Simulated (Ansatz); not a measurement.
## RuSb2 (CdI2-type structure)

Method: PBEsol, scalar-relativistic; no spin polarisation; PAW, 420 eV, 10×10×6 k-mesh, Gaussian smearing of 0.05 eV; code Ansatz; PAW files: Ansatz's generated set soft_2.

```yaml
crystal:
  lattice:
    - [3.52651, 0.00000, 0.00000]
    - [-1.76325, 3.05405, 0.00000]
    - [0.00000, 0.00000, 5.90880]
  atoms:
    - { symbol: Ru, position: [0.00000, 0.00000, 0.00000] }
    - { symbol: Sb, position: [0.33333, 0.66667, 0.28668] }
    - { symbol: Sb, position: [0.66667, 0.33333, 0.71332] }
```

This is a trial structure; measured cells of the compound in the Crystallography Open Database are in space group Pnnm.

The cell above was scaled in volume, and shape and atoms were relaxed at each volume within its symmetry. Energies are counted from the cell above.

Cell and atoms are those of this level's equilibrium.

| V (Å³/atom) | ΔE (meV/atom) | P from the stress (GPa) |
| --- | --- | --- |
| 20.364 | 10.16 | 4.05 |
| 20.789 | 2.40 | 1.86 |
| 21.213 | 0.00 | 0.00 |
| 21.637 | 2.16 | -1.61 |
| 22.061 | 8.43 | -3.05 |

Do the energies and the pressures agree? Compare −ΔE/ΔV between neighbouring points (1 meV/Å³ = 0.1602 GPa) with the mean of their pressures.

| interval (Å³/atom) | −ΔE/ΔV (GPa) | mean P (GPa) |
| --- | --- | --- |
| 20.36 to 20.79 | 2.9 | 3.0 |
| 20.79 to 21.21 | 0.9 | 0.9 |
| 21.21 to 21.64 | -0.8 | -0.8 |
| 21.64 to 22.06 | -2.4 | -2.3 |
They differ by 0.04 GPa at most.

What do the two routes give for V0, B0 and B0′?

A third-order Birch–Murnaghan fit of the energies: V0 = 21.21 Å³/atom, B0 = 87 GPa, B0′ = 5.7. A polynomial of P in ln V, with B = −dP/d ln V at P = 0: V0 = 21.21 Å³/atom, B0 = 86 GPa, B0′ = 6.2. B0′ isn't converged to its last digit.

B0·V0 = 87.4 GPa × 21.21 Å³ = 11.57 eV/atom sets the scale: near the minimum ΔE ≈ ½ B0 V0 x², with x = V/V0 − 1, and a pressure of 0.9 GPa squeezes the volume by about 1 %. At the ends of the curve: x = −4.0 % predicts 9.3 meV/atom and the run gives 10.2; x = +4.0 % predicts 9.2 meV/atom and the run gives 8.4. Compression costs more and expansion less than the parabola says, since the crystal stiffens as it shrinks; B0′ measures that.

No spin–orbit coupling, a notable omission for heavy elements. The run is a metal.
